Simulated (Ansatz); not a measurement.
Here is an unrelaxed guess for Mo₃Rh.

Space group Pm-3m (No. 221). a = 4.482 Å, b = 4.482 Å, c = 4.482 Å, α = 90.00°, β = 90.00°, γ = 90.00°
| atom | site | symmetry | x | y | z |
| --- | --- | --- | --- | --- | --- |
| Mo | 3c | 4/mm.m | 0.0000 | 0.5000 | 0.5000 |
| Rh | 1a | m-3m | 0.0000 | 0.0000 | 0.0000 |

Level of theory: DFT PBE, scalar-relativistic, plane waves, PAW (Ansatz). Plane waves to 420 eV, a k mesh through Γ of 4×4×4 on the computed 4-atom cell and Gaussian smearing (0.10 eV); no spin polarisation.

Formation energies are uncorrected and refer to the elements' standard structures at the same level.

Task: What does a single point on this coarse mesh give?

Result: The pressure is -40.5 GPa (it wants to contract), the largest force is 0.00 eV/Å (symmetry fixes the atoms), and the energy is +1.38 eV/atom against the elements. The shortest distance is 3.17 Å.

Task: Is it a good guess?

Result: A poor one: relaxing gains about 1.3 eV/atom (the start's value is from the coarse mesh, so the gain is rough) in 10 ionic steps and ends at +0.08 eV/atom on the finer mesh. The symmetry stays Pm-3m (No. 221). The end has the Cu3Au (L1_2) type. The volume per atom shrinks by 31.8 %, from 22.5 to 15.3 Å³. The shortest distance goes from 3.17 Å (Mo–Rh and Mo–Mo) to 2.79 Å (Mo–Rh and Mo–Mo). Conventional cell: a = 3.944 Å. Mo has 4 Rh at 2.79 Å and 8 Mo at 2.79 Å; Rh is surrounded by 12 Mo at 2.79 Å.

The last run used a 12×12×12 mesh for its 4-atom cell and Gaussian smearing of 0.10 eV. The relaxation can't lower the symmetry of the start, and the grade says only how near the guess is to its own end. A structure relaxed within its symmetry needn't be a true minimum.
